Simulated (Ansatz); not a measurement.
97Mo nuclear quadrupole resonance in SiMo₃

Cell: an entry of the Crystallography Open Database (COD), its atoms then relaxed with PBE in this cell.

Space group Pm-3n (No. 223); a = 4.8930 Å.

| site | Wyckoff | site symmetry | x | y | z |
| --- | --- | --- | --- | --- | --- |
| Si | 2a | m-3. | 0.0000 | 0.0000 | 0.0000 |
| Mo | 6c | -4m.2 | 0.2500 | 0.0000 | 0.5000 |

One atom of each set is listed.

Level of theory: DFT, PBEsol, plane waves and PAW, scalar-relativistic, 420 eV cutoff, Γ-centred 10×10×10 k-points, Fermi–Dirac smearing 0.05 eV (Ansatz 0.2.0).

97Mo: I = 5/2, Q = 255.0 mb (year-2017 value). Static lattice, zero field.

Question: The simulated lines lie at 3.49, 6.97 MHz. What are |C_Q|, η and |V_zz| at Mo?

Answer: For I = 5/2 and η = 0 the lines are 3|C_Q|/20 and twice that; η pulls their ratio below 2. Here |C_Q| = 23.2 MHz, η = 0.00 and |V_zz| = 3.77 × 10²¹ V/m². The calculation gives V_zz positive; the lines don't show the sign. The site has 10 Mo at 2.45–3.00 Å, 4 Si at 2.74 Å.

An axis of threefold or higher order runs through Mo, so V_zz lies along it and η is zero.

At this cell the PBEsol pressure is -5 GPa, so with PBEsol the cell would shrink if it were relaxed. With no gap above 0.1 eV, as in a metal, the gradients converge slowly in k; expect changes of a tenth or more on a denser mesh. Without spin–orbit coupling (the program notes it for Mo) the gradients can shift somewhat, as the gap is small.
